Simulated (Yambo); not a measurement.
```
CELL_PARAMETERS angstrom
      0.00000     2.16275     2.16275
      2.16275     0.00000     2.16275
      2.16275     2.16275     0.00000
ATOMIC_POSITIONS crystal
  C  0.00000 0.00000 0.00000
  Si 0.75000 0.75000 0.75000
```

SiC (zinc blende, space group F-43m, No. 216): mean Im ε in 1 eV windows above the direct gap of 5.75 eV, for different electron-hole kernels (Yambo, broadening 0.15 eV, LDA (Quantum ESPRESSO, PseudoDojo norm-conserving, 82 Ry, no spin-orbit coupling) bands; 10×10×10 mesh, 3 valence and 4 conduction bands, static screening with 11 bands and a 4 Ry block, scissor 1.20 eV, Tamm-Dancoff; field along x).

```json
[
 {"window (eV)": "5.8 to 6.8", "independent quasiparticles": "4.4", "BSE": "14"},
 {"window (eV)": "6.8 to 7.8", "independent quasiparticles": "11", "BSE": "22"},
 {"window (eV)": "7.8 to 8.8", "independent quasiparticles": "17", "BSE": "10"},
 {"window (eV)": "8.8 to 9.8", "independent quasiparticles": "11", "BSE": "9.5"},
 {"window (eV)": "9.8 to 10.8", "independent quasiparticles": "11", "BSE": "4.5"},
 {"window (eV)": "10.8 to 11.8", "independent quasiparticles": "5.8", "BSE": "2.5"}
]
```

This run doesn't resolve bound excitons or single peaks, so only averages are given, and they too depend on the mesh; weight that the attraction moves below the gap isn't listed. All transitions below 12.80 eV are in the band window. The scissor comes from a G0W0 run whose convergence isn't established.

Geometry relaxed with LDA.
